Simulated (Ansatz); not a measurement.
CoNiN₂:
```
CoNiN2
1.0
    1.35502     0.78232     5.70854
   -1.35502     0.78232     5.70854
    0.00000    -1.56464     5.70854
Co Ni N
1 1 2
Cartesian
  0.00000   0.00000   8.56281
  0.00000   0.00000   0.00000
  0.00000   0.00000  15.34431
  0.00000   0.00000   1.78130
```
The run is spin-polarised; directions of the spins, atom by atom: ↓ 0 0 0.

Relaxed with r²SCAN.

Tabulate the valence density and the electron localisation function along the shortest Ni–N contact (1.78 Å), DFT-r²SCAN in the program Ansatz with PAW potentials.



| distance from Ni (Å) | density (e/Å³) | ELF |
|---|---|---|
| 0.18 | 44.21 | 0.66 |
| 0.27 | 30.13 | 0.58 |
| 0.36 | 18.09 | 0.47 |
| 0.45 | 9.96 | 0.36 |
| 0.53 | 5.30 | 0.27 |
| 0.62 | 2.89 | 0.20 |
| 0.71 | 1.72 | 0.18 |
| 0.80 | 1.22 | 0.21 |
| 0.89 | 1.08 | 0.36 |
| 0.98 | 1.18 | 0.60 |
| 1.07 | 1.44 | 0.79 |
| 1.16 | 1.83 | 0.87 |
| 1.25 | 2.37 | 0.86 |
| 1.34 | 2.99 | 0.81 |
| 1.43 | 3.54 | 0.67 |
| 1.51 | 3.82 | 0.45 |
| 1.60 | 3.80 | 0.21 |

The density is the valence pseudo-density with augmentation charge, so density and ELF within about 1 Å of a nucleus are not all-electron values.

Space group R-3m. The start of the workflow was typed in or built on a structure type; neither database checked (COD, Materials Project) lists it. Whether it is the stable phase at ambient conditions was not checked. Symmetry was held in the r²SCAN relaxation; whether a distortion lowers the energy is not shown. Spin order of the final state: ferromagnetic, the only order run, not a proven ground state. Its formation energy is positive at this level, so the cell may be metastable or incomplete. Other orbital occupations within this spin state were not tried. No Hubbard U is applied.

Potentials: the later of the program's two PAW sets.
